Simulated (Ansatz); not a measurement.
A distorted cell of Si₃N₄ (space group P6_3/m):

```
Si3N4
1.0
    7.36152     0.00000     0.00000
   -3.68076     6.37526     0.00000
    0.00000     0.00000     2.81003
Si N
6 8
Direct
  0.24038   0.83338   0.75000
  0.75962   0.16662   0.25000
  0.40700   0.24038   0.25000
  0.59300   0.75962   0.75000
  0.16662   0.40700   0.75000
  0.83338   0.59300   0.25000
  0.33333   0.66667   0.75000
  0.66667   0.33333   0.25000
  0.97788   0.67203   0.75000
  0.02212   0.32797   0.25000
  0.30585   0.97788   0.25000
  0.69415   0.02212   0.75000
  0.32797   0.30585   0.75000
  0.67203   0.69415   0.25000
```

Computed with PBEsol (plane waves to 420 eV, PAW, scalar-relativistic; Ansatz, a first-principles code). k mesh 4×4×9 (Γ-centred), Fermi-Dirac smearing 0.05 eV. The energy includes the smearing's −TS. Compression counts positive. Si3N4 was relaxed with its symmetry unable to fall.

**Question.** Give the stress tensor in GPa and the pressure.

**Answer.** 
```
   30.2      0.0      0.0
    0.0     30.2      0.0
    0.0      0.0     32.6
```
The pressure, a third of the trace, is 31.0 GPa.

**Question.** It is the relaxed cell scaled evenly to V/V₀ = 0.900, atoms relaxed where free. What is its energy relative to the relaxed cell?

**Answer.** 93.3 meV/atom.

(A scan under strain: stresses follow from slopes of the energy per volume, elastic moduli from its curvatures.)
